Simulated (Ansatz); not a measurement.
**Two-dimensional strain map in Ge**

All numbers below come from Ansatz, DFT PBEsol, scalar-relativistic, plane waves, PAW. Settings: plane waves to 420 eV, k-mesh 20×20×20 (Γ-centred), Gaussian smearing 0.15 eV. No spin polarisation. Energies are free energies at this smearing, counted from the undisturbed cell; pressure is positive in compression.

Zero of the scan (as given, not relaxed at this level; it stands at -0.7 GPa; this form isn't the usual structure):

```xyz
2
Lattice="-2.5745 2.5745 1.3974 2.5745 -2.5745 1.3974 2.5745 2.5745 -1.3974" Properties=species:S:1:pos:R:3 pbc="T T T"
Ge    2.5745    0.0000    0.6987
Ge    0.0000    0.0000    1.3974
```

The cell is strained by p along both x and y and by q along z, fractional coordinates fixed. Points are written (p, q).

Energy above the undisturbed cell in meV/atom (a dash: not computed):

```csv
p \ q,-0.050,-0.025,0.000,0.025,0.050
-0.050,107.0,71.1,48.4,36.4,32.5
-0.025,46.1,20.9,7.6,4.2,8.4
0.000,21.0,4.4,0.0,4.2,15.3
0.025,25.0,15.2,17.5,28.9,46.5
0.050,50.4,47.3,55.5,72.3,95.7
```

Pressure in GPa:

```
 p \ q  -0.050  -0.025  0.000  0.025  0.050
-0.050    15.9    12.4    9.5    7.0    5.0
-0.025     9.1     6.1    3.7    1.6   -0.1
 0.000     3.9     1.4   -0.7   -2.4   -3.8
 0.025     0.0    -2.3   -4.0   -5.4   -6.6
 0.050    -2.9    -4.9   -6.4   -7.7   -8.6
```